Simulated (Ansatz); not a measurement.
One crystal and one scan (energy over volume and axial ratio) at two levels, PBE (plane waves to 420 eV, PAW, scalar-relativistic; Ansatz, a quantum-chemistry and plane-wave program) and r2SCAN (plane waves to 500 eV, PAW, scalar-relativistic; Ansatz), each from its own relaxed cell and on its own mesh.

The crystal is CsPbBr₃ (cubic perovskite); volume and axial ratio are varied about the relaxed values (subscript 0).

E stands for the smeared free energy. CsPbBr3 was relaxed with its symmetry unable to fall. Spin-orbit coupling is left out, though Pb is heavy. The PAW data are Ansatz's earlier set. This is a high-temperature form of CsPbBr3. Both scans cover V/V₀ from 0.960 to 1.040 and (c/a)/(c/a)₀ from 0.960 to 1.040.

```csv
quantity,run 1,run 2
Lattice constant a (Å),5.938,6.003
"Shear modulus C′ = (C11 − C12)/2 (fit, atoms clamped) (GPa)",21,18
```

Task: Which run is which level?

Result: Run 2 is PBE, run 1 is r2SCAN. PBE gives the higher value for: lattice constant a. PBE gives the lower value for: shear modulus C′. Neither level is exact: the differences show how much the result hangs on the functional.

(Under strain, the slope of the energy per volume gives the stress and its curvature an elastic modulus.)
